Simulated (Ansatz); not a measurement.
Here is the system:

Ca2Ga7Ag:
```xyz
10
Lattice="4.2559 0.0000 0.0000 0.0000 4.2559 0.0000 0.0000 0.0000 10.9159" Properties=species:S:1:pos:R:3 pbc="T T T"
Ca     2.1280     0.0000     8.2086
Ca     0.0000     2.1280     2.7072
Ga     0.0000     2.1280     9.4165
Ga     2.1280     0.0000     1.4994
Ga     2.1280     0.0000     3.9567
Ga     0.0000     2.1280     6.9592
Ga     0.0000     0.0000     5.4579
Ga     0.0000     0.0000     0.0000
Ga     2.1280     2.1280     5.4579
Ag     2.1280     2.1280     0.0000
```

This is the r²SCAN-relaxed structure.

### Question
All from the program Ansatz at the r²SCAN level (PAW), unless another level is named. Predict the formation energy from the elements (no fitted shifts).

### Answer
-0.42 eV/atom.

### Question
Predict the density of states at the Fermi level.

### Answer
0.22 states/eV per atom (mean over ±0.08 eV).

Space group P-4m2. The workflow started from a Materials Project entry (that database holds measured and hypothetical structures alike); the Crystallography Open Database copy checked does not list it. With Ga and Ag taken as one species the cell has the higher symmetry I4/mmm, so it may be an ordered model of a mixed-site phase. Its standing as an ambient phase is unchecked. Symmetry was held in the r²SCAN relaxation; whether a distortion lowers the energy is not shown. No spin polarisation was allowed. The references are the lowest solids computed at this level, not always the standard phases. Scalar-relativistic: spin–orbit coupling is off unless named, which matters more the heavier the elements.

Potentials: the later of the program's two PAW sets.
